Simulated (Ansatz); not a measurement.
Relaxed-ion elastic tensor of MgO (rock salt, Fm-3m) in GPa (Voigt order), DFT-r²SCAN in the program Ansatz with PAW potentials; density 3.59 g/cm³, 9.31 Å³ per atom.

|  | 1 | 2 | 3 | 4 | 5 | 6 |
|---|---|---|---|---|---|---|
| 1 | 310 | 94.7 | 94.7 | 0.0 | 0.0 | 0.0 |
| 2 | 94.7 | 310 | 94.7 | 0.0 | 0.0 | 0.0 |
| 3 | 94.7 | 94.7 | 310 | 0.0 | 0.0 | 0.0 |
| 4 | 0.0 | 0.0 | 0.0 | 156 | 0.0 | 0.0 |
| 5 | 0.0 | 0.0 | 0.0 | 0.0 | 156 | 0.0 |
| 6 | 0.0 | 0.0 | 0.0 | 0.0 | 0.0 | 156 |

Is the crystal mechanically stable?

Yes: the smallest eigenvalue of C is 156 GPa.

Work out the Voigt, Reuss and Hill averages.

K_V = 167, K_R = 167, K_H = 167; G_V = 137, G_R = 132, G_H = 135 GPa.

Give Young's modulus, Poisson's ratio, Pugh's ratio and the universal anisotropy index.

E = 9KG/(3K + G) = 318 GPa; ν = 0.18; K/G = 1.24 (brittle by the Pugh limit of 1.75); A_U = 5G_V/G_R + K_V/K_R − 6 = 0.17.

Estimate the sound speeds and the Debye temperature.

v_l = √((K + 4G/3)/ρ) = 9810 m/s, v_t = √(G/ρ) = 6120 m/s, mean 6740 m/s; Θ = (h/k)(3n/4πV)^(1/3) v_m = 954 K.

Give the Zener ratio and Young's modulus along [100], [110] and [111].

A = 2C44/(C11 − C12) = 1.45; 1/E = S11 − 2(S11 − S12 − S44/2)Γ with Γ = 0, 1/4, 1/3 gives 266, 329, 357 GPa.

The cell was relaxed with r²SCAN under the symmetry of its start. The volume moved by -16 % from the start of the relaxation.

Potentials: the earlier of the program's two PAW sets.
